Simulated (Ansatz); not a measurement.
Consider the following.

MoS$_{2}$ (3R-MoS2 type, space group R3m)

```xyz
3
Lattice="1.5578 0.8994 5.7855 -1.5578 0.8994 5.7855 0.0000 -1.7988 5.7855" Properties=species:S:1:pos:R:3 pbc="T T T"
Mo     0.0000     0.0000     0.0007
S      0.0000     0.0000    13.1296
S      0.0000     0.0000    10.0110
```

Scan: atom 3 (S, nearest neighbour Mo at 2.381 Å; its periodic images, 3.1 Å or more away, move with it) is displaced along Cartesian [110], direction (0.707, 0.707, 0.000) in Cartesian axes, by s. The other atoms stay.

All values below come from PBEsol-D3(BJ) (plane waves to 420 eV, PAW, scalar-relativistic; Ansatz, an electronic-structure program). k mesh 10×10×10 (Γ-centred), Fermi-Dirac smearing 0.05 eV. The energy includes the smearing's −TS. MoS2 is run without spin polarisation. MoS2 was relaxed with its symmetry unable to fall. This is one of several known forms of MoS2; the measured ambient cells at hand have space group No. 194. The zero of ΔE is the undisplaced structure.

The scan covers s from -0.480 to 0.480 Å in 11 points.

Question: Is this a single well or a double well?

Answer: A single well with its minimum at or next to zero displacement.

Question: Is the energy the same for displacements of ±0.480 Å, and if not, which side lies higher?

Answer: Not even: the negative side lies higher at ±0.480 Å. With its periodic images moving along, the atom's site symmetry in this cell is 3m.

Question: What is the energy change at s = 0.480 Å?

Answer: 994 meV/cell.

Question: What is the force constant k = d²E/ds² of this move at s = 0?

Answer: 10.5 eV/Å².

(A displaced cell: forces are minus the slopes of the energy, force constants its curvatures, and phonons follow from these.)
